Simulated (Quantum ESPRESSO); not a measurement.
# Planted mistakes on one cell of Ga2InAlP4

Calculated results; nothing here was measured. They come from pw.x of Quantum ESPRESSO 7.5, a plane-wave density functional program, with PseudoDojo standard norm-conserving files (v0.5 for PBE, v0.4.1 for LDA and PBEsol). The cells are made up: elements, strain and atom displacements were drawn at random, and nothing was relaxed. There is no spin polarisation, spin-orbit coupling or dispersion term.

The cell has 8 sites of a zincblende or diamond lattice. Sites 1 to 4 hold Ga In Al Ga; sites 5 to 8 hold P P P P. Cell vectors in Å: (5.503, 0.000, 0.000); (0.000, 5.503, 0.000); (0.000, 0.000, 5.503). Settings: PBE, cutoff 1088 eV, 4 x 4 x 4 k mesh shifted by half a step, Fermi-Dirac smearing of 0.025 eV.

The intended run has a self-consistency threshold of 1e-07 eV, a smearing term of 0.000 eV, a pressure of 6.73 GPa and 10 iterations. Each further run changes one thing: all lengths scaled by 0.9835; atoms of sites 1 and 5 exchanged; cutoff 750 eV; files of PBEsol; k mesh 1 x 1 x 1; one electron removed; smearing 0.61 eV; threshold 0.05 eV. A coarse mesh keeps the shift, and a charged cell sits in a uniform background.

| run | change of free energy (eV) | smearing term -TS (eV) | change of P (GPa) | largest change of a force component (eV/Å) | iterations |
| --- | --- | --- | --- | --- | --- |
| A | 0.015 | 0.000 | 0.19 | 0.258 | 4 |
| B | 4.185 | 0.000 | -34.40 | 0.005 | 10 |
| C | 0.476 | 0.000 | 5.51 | 0.322 | 10 |
| D | 3.083 | -0.006 | 1.04 | 0.742 | 11 |
| E | 8.457 | 0.000 | 5.84 | 0.392 | 11 |
| F | 11.244 | 0.000 | -2.87 | 0.138 | 10 |
| G | -6.868 | -0.007 | -11.67 | 0.190 | 11 |
| H | -0.497 | -1.868 | 0.71 | 0.115 | 10 |

A rerun of the intended cell at 1377 eV and k mesh 6 x 6 x 6 moved values by no more than 0.008 eV in the cell's energy, 0.02 GPa in stress and 0.002 eV/Å in force.

Question: which change belongs to which run?

## Worked reading

Run A has the fewest iterations, as a run stopped early does. Run H has the largest smearing term, as wide smearing gives. Run B has a higher energy and the largest fall in pressure, as too small a basis gives. Run C changes the volume by a factor of 0.9513; minus its pressure change over the logarithm of that factor, 110 GPa, is a rough bulk modulus with clamped atoms. Energies from files of another functional, or of a charged cell, have another zero and say nothing on stability; the pressure of a charged cell rests on the program's zero of potential too.

## Key

```
run                            change
  A                 threshold 0.05 eV
  B                     cutoff 750 eV
  C      all lengths scaled by 0.9835
  D  atoms of sites 1 and 5 exchanged
  E                  k mesh 1 x 1 x 1
  F                   files of PBEsol
  G              one electron removed
  H                  smearing 0.61 eV
```